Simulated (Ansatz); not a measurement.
Input:

Cu (fcc, Cu type), conventional cell a = 3.5638 Å, b = 3.5638 Å, c = 3.5638 Å, α = 90.00°, β = 90.00°, γ = 90.00°. The calculation uses the primitive cell of 1 atom, to which meshes and values per cell refer.

E(V) scan at fixed shape, V₀ the volume above. Symmetry pins the atoms to their sites.

These are PBEsol (plane waves to 420 eV, PAW, scalar-relativistic; Ansatz, an electronic-structure program) values and carry that method's errors. k mesh 23×23×23 (Γ-centred), Fermi-Dirac smearing 0.05 eV. The energy includes the smearing's −TS. Compression counts positive. Cu is run without spin polarisation. Cu was relaxed with its symmetry unable to fall. The zero of ΔE is the relaxed starting cell.

The scan covers V/V₀ from 0.900 to 1.100 in 9 points.

### Question
What pressure does the cell carry at V/V₀ = 0.900?

### Answer
22.9 GPa.

### Question
What is ΔE at V/V₀ = 0.900?

### Answer
73 meV/atom.

### Question
What is ΔE at V/V₀ = 1.100?

### Answer
50 meV/atom.

(Under strain, the slope of the energy per volume gives the stress and its curvature an elastic modulus.)
